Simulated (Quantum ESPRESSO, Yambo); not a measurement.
## Quasiparticle gap of Be3N2

Be$_{3}$N$_{2}$ is modelled in the hexagonal space group P6₃/mmc (No. 194), Pearson symbol hP10. Conventional cell: a = b = 2.842 Å, c = 9.747 Å, α = β = 90.00°, γ = 120.00°. Be1 on 4f is coordinated by 1 N at 1.672 Å and 3 N at 1.810 Å (tetrahedral). Be2 on 2b has 3 N at 1.641 Å (trigonal planar). N1 on 2a has 6 Be at 1.810 Å (octahedral). N2 on 2c is surrounded by 5 Be at 1.641–1.672 Å (trigonal bipyramidal). (Neighbours: up to the widest gap in distance over summed covalent radii, below 1.35, at either atom; cation-cation contacts left out.)

The geometry is that of Materials Project entry mp-6977, symmetrised and not relaxed again.

Starting point: LDA (Quantum ESPRESSO, PseudoDojo norm-conserving, 88 Ry, without SOC). G0W0 in Yambo: 6×6×2 Γ-centred k mesh, bands 7 to 135 and a 8 Ry block in the screening, 135 bands in G with the Bruneval-Gonze terminator, plasmon pole fitted at 27.2 eV.

```json
{
 "LDA gap along the band path": "3.29 eV",
 "LDA gap between the mesh's edge points (Γ → M)": "3.29 eV",
 "G0W0 gap between the same points": "4.91 eV",
 "LDA smallest direct gap on the mesh (at M)": "4.69 eV",
 "G0W0 direct gap at that point": "6.40 eV"
}
```

```json
[
 {"k point": "Γ", "band": "VB", "E LDA (eV)": "0.00", "E QP (eV)": "-0.72", "shift (eV)": "-0.72", "Z": "0.81"},
 {"k point": "Γ", "band": "CB", "E LDA (eV)": "6.25", "E QP (eV)": "7.16", "shift (eV)": "0.92", "Z": "0.82"},
 {"k point": "M", "band": "VB", "E LDA (eV)": "-1.40", "E QP (eV)": "-2.21", "shift (eV)": "-0.80", "Z": "0.81"},
 {"k point": "M", "band": "CB", "E LDA (eV)": "3.29", "E QP (eV)": "4.19", "shift (eV)": "0.90", "Z": "0.84"}
]
```

Energies count from the LDA valence-band maximum.

Nearest settings tried, and what they do to the gap: 106 bands in W, 106 bands in G: +9 meV; 6 Ry block (123 vectors against 203): -157 meV; 6×6×1 mesh: +19 meV. So the settings aren't converged at that level.

The structure is a Materials Project entry; no match was found in the copy of COD used, and its stability was not checked.
